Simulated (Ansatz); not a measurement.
SrTiO$_{3}$ (cubic perovskite)

```
SrTiO3
1.0
    3.93649     0.00000     0.00000
    0.00000     3.93649     0.00000
    0.00000     0.00000     3.93649
Sr Ti O
1 1 3
Cartesian
  0.00000   0.00000   0.00000
  1.96824   1.96824   1.96824
  0.00000   1.96824   1.96824
  1.96824   1.96824   0.00000
  1.96824   0.00000   1.96824
```

Equation-of-state scan: isotropic scaling of the cell above, V₀ being its volume. Symmetry pins the atoms to their sites.

All values below come from PBE (plane waves to 420 eV, PAW, scalar-relativistic; Ansatz, a program for electronic structure). k mesh 8×8×8 (Γ-centred), Fermi-Dirac smearing 0.05 eV. The energy includes the smearing's −TS. Compression counts positive. SrTiO3 is run without spin polarisation. SrTiO3 was relaxed with its symmetry unable to fall. The PAW data are Ansatz's earlier set. ΔE is measured from the relaxed starting cell.

```tsv
V (Å³/cell)	ΔE (eV/atom)	P (GPa)
54.90	?	22.6
56.12	0.0483	17.1
57.34	0.0262	12.1
58.56	0.0112	7.6
59.78	0.0027	3.6
61.00	0.0000	0.0
62.22	0.0025	-3.2
63.44	0.0096	-6.1
64.66	0.0210	-8.7
65.88	?	-11.1
67.10	0.0546	-13.2
```

Question: Complete the blanks.

Answer: 
- 54.90, ΔE (eV/atom): 0.0785
- 65.88, ΔE (eV/atom): 0.0361

(Under strain, the slope of the energy per volume gives the stress and its curvature an elastic modulus.)
